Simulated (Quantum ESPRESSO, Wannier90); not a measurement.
ZnGeP$_{2}$ (P-4m2), plane waves to Wannier functions

```
begin unit_cell_cart
ang
    3.8469500000    0.0000000000    0.0000000000
    0.0000000000    3.8469500000    0.0000000000
    0.0000000000    0.0000000000    5.5159700000
end unit_cell_cart
begin atoms_frac
Zn   0.0000000000  0.0000000000  0.0000000000
Ge   0.5000000000  0.5000000000  0.5000000000
P    0.0000000000  0.5000000000  0.2462100000
P    0.5000000000  0.0000000000 -0.2462100000
end atoms_frac
```

Cell from Materials Project (mp-1215424), symmetrised, no further relaxation. Not found in the COD (Crystallography Open Database) copy used, which has the formula in other groups; not checked further. Level: PBEsol, spinors with spin-orbit coupling; pw.x of Quantum ESPRESSO at 68 Ry with PseudoDojo potentials, 6×6×4 k-points, Wannier90. Density: 8×8×6 mesh, cold smearing 0.01 Ry.

A tight-binding model is made by disentanglement and projection with no localisation steps (num_iter = 0), so the 42 orbitals stay atom-like: hydrogen-like Zn: s;p;d; Ge: s;p; P: s;p, axes along x, y, z; frozen window up to 3.00 eV relative to the Fermi level. It follows pw.x to 4.2 meV rms for states up to 1.0 eV relative to the Fermi level. Matrix elements depend on this choice of orbitals and windows.

What are the on-site energies relative to the Fermi level, and how fast do the hoppings decay?


| atom | orbitals | energy (eV) |
|---|---|---|
| Zn1 | s↑ s↓ | 0.04 |
| Zn1 | pz↑ pz↓ | 4.50 |
| Zn1 | px↑ px↓ py↑ py↓ | 4.18 |
| Zn1 | dz2↑ dz2↓ | -6.79 |
| Zn1 | dxz↑ dxz↓ dyz↑ dyz↓ | -6.94 |
| Zn1 | dx2-y2↑ dx2-y2↓ | -6.96 |
| Zn1 | dxy↑ dxy↓ | -6.84 |
| Ge2 | s↑ s↓ | -6.01 |
| Ge2 | pz↑ pz↓ | 1.12 |
| Ge2 | px↑ px↓ py↑ py↓ | 1.30 |
| P3 | s↑ s↓ | -7.33 |
| P3 | pz↑ pz↓ | 0.19 |
| P3 | px↑ px↓ | 0.01 |
| P3 | py↑ py↓ | 0.30 |
| P4 | s↑ s↓ | -7.33 |
| P4 | pz↑ pz↓ | 0.19 |
| P4 | px↑ px↓ | 0.30 |
| P4 | py↑ py↓ | 0.01 |

```json
[
 {"distance of the centres (Å)": "2–3", "largest modulus (eV)": "2.0"},
 {"distance of the centres (Å)": "3–4", "largest modulus (eV)": "0.65"},
 {"distance of the centres (Å)": "4–5", "largest modulus (eV)": "0.21"},
 {"distance of the centres (Å)": "5–6", "largest modulus (eV)": "0.15"},
 {"distance of the centres (Å)": "6–7", "largest modulus (eV)": "0.22"},
 {"distance of the centres (Å)": "7–8", "largest modulus (eV)": "0.056"},
 {"distance of the centres (Å)": "8–9", "largest modulus (eV)": "0.044"},
 {"distance of the centres (Å)": "9–10", "largest modulus (eV)": "0.019"},
 {"distance of the centres (Å)": "10–11", "largest modulus (eV)": "0.0086"}
]
```
